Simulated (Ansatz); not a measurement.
Here is an unrelaxed guess for Ge₂F₃.

```yaml
crystal:
  lattice:
    - [2.89128, -3.12263, 0.00000]
    - [2.89128, 3.12263, 0.00000]
    - [0.00000, 0.00000, 8.31668]
  atoms:
    - { symbol: Ge, position: [0.00000, 0.50000, 0.00000] }
    - { symbol: Ge, position: [0.50000, 0.00000, 0.00000] }
    - { symbol: F, position: [0.57469, 0.42531, 0.50000] }
    - { symbol: F, position: [0.42531, 0.57469, 0.50000] }
    - { symbol: F, position: [0.00000, 0.00000, 0.50000] }
```

Method: DFT PBE, scalar-relativistic, plane waves, PAW in Ansatz. Cutoff 420 eV; k points 4×4×2 on the computed 5-atom cell (Γ-centred); Gaussian smearing, width 0.10 eV; no spin polarisation.

Formation energies are uncorrected and refer to the elements' standard structures at the same level (F₂ as a molecule).

Task: Estimate its pressure, forces and energy as it stands.

Result: The pressure is 23.2 GPa (the mean over three directions, positive in compression), the largest force is 82.45 eV/Å, and the energy is +2.91 eV/atom against the elements. The shortest distance is 0.93 Å, so close that the PAW spheres overlap strongly and these values are rough.

Task: How much does it gain on relaxing, and where does it end?

Result: Relaxing gains about 4.1 eV/atom (the start's value is from the coarse mesh, so the gain is rough) in 41 ionic steps and ends at −1.19 eV/atom on the finer mesh. The symmetry stays Cmmm (No. 65). The volume per atom shrinks by 48.6 %, from 30.0 to 15.4 Å³. The shortest distance goes from 0.93 Å (F–F) to 2.34 Å (Ge–F). Conventional cell: a = 5.384 Å, b = 8.206 Å, c = 3.494 Å. Ge has 4 F at 2.34 Å, 2 Ge at 2.69 Å and 4 F at 3.01 Å; F on a site of symmetry m2m has 4 Ge at 2.34 Å, 1 F at 2.54 Å and 5 F at 2.84–3.12 Å; F on a site of symmetry mmm is surrounded by 6 F at 2.84–2.98 Å, 8 Ge at 3.01 Å and 2 F at 3.49 Å (long against covalent radii, as for large ions).

The last run used an 8×8×12 mesh (in the run's order of axes) for its 5-atom cell and Gaussian smearing of 0.10 eV. An odd number of electrons in the primitive cell allows no gap without spin; a larger cell or a magnetic state could open one. The relaxation can't lower the symmetry of the start. Symmetry constrained the relaxation, so the result can be a saddle point. Another cell of Ge2F3 relaxed alike, in P4mm, lies 0.36 eV/atom lower, so this cell isn't the stable form at this level.
